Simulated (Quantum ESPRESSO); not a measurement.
TlGeCl₃ is taken in the monoclinic space group Cm (No. 8), Pearson symbol mS10. Lattice parameters: a = 7.5900 Å, b = 7.4798 Å, c = 5.3219 Å, α = γ = 90.00°, β = 91.09°. Cl1 on 4b has 1 Ge at 2.454 Å and 1 Ge at 2.878 Å (linear). Cl2 on 2a sees 1 Ge at 2.461 Å and 1 Ge at 2.872 Å (linear). Ge on 2a sees 3 Cl at 2.454–2.461 Å and 3 Cl at 2.872–2.878 Å (octahedral). Tl on 2a is coordinated by no neighbour by this rule. (Neighbours: up to the widest gap in distance over summed covalent radii, below 1.35, at either atom; cation-cation contacts left out.)
(The calculation used a cell of 5 atoms; values per cell refer to that cell.)

The geometry is that of Materials Project entry mp-998744, symmetrised and not relaxed again.

Task: What does LDA (pw.x of Quantum ESPRESSO, ONCV potentials, scalar-relativistic) give for the electronic structure near the Fermi level?

Result: The LDA gap is direct, 1.30 eV at L. Another valence and conduction extremum on the path lies within 0.02 eV, too close to call. Spin-orbit coupling is left out; with 6p states at a band edge it can lower the gap by many tenths of an eV, most of a small gap.

The structure is a Materials Project entry; no match was found in the copy of COD used, and its stability was not checked.
